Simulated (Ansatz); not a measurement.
# P6_3/mmc: 4 crystals compared

All 4 crystals share space group P6_3/mmc (No. 194) and the same kinds of sites, 2 atoms in the primitive cell. They are database entries and needn't be the stable phases. The set is a selection: crystals with a Fermi surface that the mesh didn't resolve were left out. Cells are relaxed by PAW under the functional.

Quantity: Fermi-surface sums. Level: PBEsol, all-electron LAPW in Ansatz 0.2.0, scalar-relativistic.

```tsv
crystal	cell (conventional)	fine k mesh	smearing (eV)	N(E_F) (states/eV/atom)	ħω_p (r.m.s. of x, y, z) (eV)	Fermi speed (10⁶ m/s)
Lu	a = 3.445, c = 5.340 Å	20×20×12	0.05	?	?	?
Na	a = 3.715, c = 6.078 Å	16×16×12	0.08	0.45	6.0	1.05
Os	a = 2.730, c = 4.308 Å	24×24×12	0.10	0.59	8.7	0.81
Pb	a = 3.456, c = 5.762 Å	20×20×12	0.05	0.55	8.9	1.23
```

**Question.** What did the calculation give for Lu?

**Answer.** N(E_F) = 1.51 states/eV/atom, ħω_p (r.m.s. of x, y, z) = 4.5 eV, Fermi speed = 0.36×10⁶ m/s.

Limits of these numbers: large density of states at the Fermi level, a magnetic or distorted state may lie lower (Lu); these sums move with the mesh, by several per cent and more for small sheets; no spin-orbit coupling on heavy atoms (Os, Pb).
